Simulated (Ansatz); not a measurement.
PbO, one structure, two calculations

Cell: a COD entry, ions relaxed with PBE at fixed cell.

```xyz
4
Lattice="3.9744 0.0000 0.0000 0.0000 3.9744 0.0000 0.0000 0.0000 5.0220" Properties=species:S:1:pos:R:3 pbc="T T T"
Pb    0.0000    1.9872    1.2066
Pb    1.9872    0.0000    3.8154
O     0.0000    0.0000    0.0000
O     1.9872    1.9872    0.0000
```

Sites (sets of like atoms) are named by element and the number of their first atom in this list.

First run. The numbers come from a DFT calculation in Ansatz (PBE, plane waves and PAW, scalar-relativistic, 420 eV cutoff, Γ-centred 6×6×5 k-points, Fermi–Dirac smearing 0.02 eV).

```json
{"site": "Pb", "atom": "1", "V_zz (10²¹ V/m²)": "-23.5", "η": "0.00"}
{"site": "O", "atom": "3", "V_zz (10²¹ V/m²)": "0.21", "η": "0.00"}
```

Second run. The same atoms and settings, except that the functional is r2SCAN and the cutoff is 500 eV.

Problem. Given the first result, estimate the second.

Solution. 

```csv
site,atom,V_zz,η,change of V_zz
Pb,1,-26.2,0.00,-2.73
O,3,0.27,0.00,+0.06
```

The largest change of V_zz is on Pb, from -23.5 to -26.2. In per cent, |V_zz| changes by +12 on Pb (all sites that start above 0.5).

For the first run: Spin–orbit coupling is left out, which shifts gradients on Pb by a few per cent in wide-gap crystals, and can shift them far more where the calculated gap is small or absent, as here.
For the second run: The largest force is 0.4 eV/Å, so the atoms aren't at the calculated equilibrium and relaxing them would move these values. Spin–orbit coupling is left out, which shifts gradients on Pb by a few per cent, and by more where contributions nearly cancel.
